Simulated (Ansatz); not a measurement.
The end point of a relaxation of AlN. Computed with r2SCAN (plane waves to 500 eV, PAW, scalar-relativistic; Ansatz, a quantum-chemistry and plane-wave program).

```
CELL_PARAMETERS angstrom
      3.09451     0.00000     0.00000
     -1.54726     2.67993     0.00000
      0.00000     0.00000    15.08177
ATOMIC_POSITIONS crystal
  Al 0.00000 0.00000 0.99964
  Al 0.00000 0.00000 0.49964
  Al 0.66667 0.33333 0.83390
  Al 0.33333 0.66667 0.33390
  Al 0.66667 0.33333 0.16673
  Al 0.33333 0.66667 0.66673
  N  0.00000 0.00000 0.87449
  N  0.00000 0.00000 0.37449
  N  0.66667 0.33333 0.70803
  N  0.33333 0.66667 0.20803
  N  0.66667 0.33333 0.04091
  N  0.33333 0.66667 0.54091
```

**Question.** Find the space group and the Wyckoff positions (tolerance 0.01 Å).

**Answer.** Space group P6₃mc (No. 186); a = b = 3.0945 Å, c = 15.0818 Å, α = β = 90.00°, γ = 120.00°

```json
[
 {"atom": "Al", "site": "2a", "symmetry": "3m.", "x": "0.0000", "y": "0.0000", "z": "0.4996"},
 {"atom": "Al", "site": "2b", "symmetry": "3m.", "x": "0.3333", "y": "0.6667", "z": "0.3339"},
 {"atom": "Al", "site": "2b", "symmetry": "3m.", "x": "0.3333", "y": "0.6667", "z": "0.6667"},
 {"atom": "N", "site": "2a", "symmetry": "3m.", "x": "0.0000", "y": "0.0000", "z": "0.3745"},
 {"atom": "N", "site": "2b", "symmetry": "3m.", "x": "0.3333", "y": "0.6667", "z": "0.2080"},
 {"atom": "N", "site": "2b", "symmetry": "3m.", "x": "0.6667", "y": "0.3333", "z": "0.0409"}
]
```

This is the AFLOW prototype AB_hP12_186_a2b_a2b (B6, as in SiC).

**Question.** Give the shortest distances between elements (the closest pairs, up to four, under 3.6 Å).

**Answer.** Al–N 1.89 Å; Al–Al 3.07 Å; N–N 3.08 Å.

```json
{
  "volume_per_atom": "10.42 Å³",
  "density": "3.27 g/cm³",
  "band_gap": "4.44 eV, indirect (valence top at Γ, conduction bottom at M) (no spin-orbit coupling)",
  "smallest_direct_gap": "4.85 eV at Γ"
}
```

No spin polarisation in the result.

The run could not lose the symmetry of its start.

The first start was generated by placing the elements on the sites of a structure type. A measured structure of AlN has the same space group, P6₃mc (No. 186); the sites were not compared with it.
